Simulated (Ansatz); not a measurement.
Values for one crystal, relaxed and computed with PBE (plane waves, PAW; program Ansatz); other levels are named.

* **Volume per atom**: 19.42 Å³
* **Electronic character**: metallic (no gap)
* **Formation energy from the elements (no fitted shifts)**: 114 kJ/mol of atoms
* **Density of states at the Fermi level**: 0.42 states/eV per atom (mean over ±0.08 eV)
* **Pressure derivative B′**: 4.0
* **Gap with spin–orbit coupling**: none (metallic)
* **Bulk modulus (Birch–Murnaghan fit)**: 179 GPa

Q: Which compound is it?
A) AlFe, CsCl type
B) GaBi, rock salt
C) TaW, rock salt
D) CoW, Cmcm (W on 4c, Co on 4c)

A: C, TaW, rock salt

Space group Fm-3m (rock salt). The start of the workflow was typed in or built on a structure type; neither database checked (COD, Materials Project) lists it. Whether it is the stable phase at ambient conditions was not checked. The PBE relaxation kept the symmetry of its start; whether a distortion lowers the energy is not shown. The run is not spin-polarised. Its formation energy is positive at this level, so the cell may be metastable or incomplete. The references are the lowest solids computed at this level, not always the standard phases. Spin–orbit coupling is left out wherever it is not named.

Potentials: the later of the program's two PAW sets.
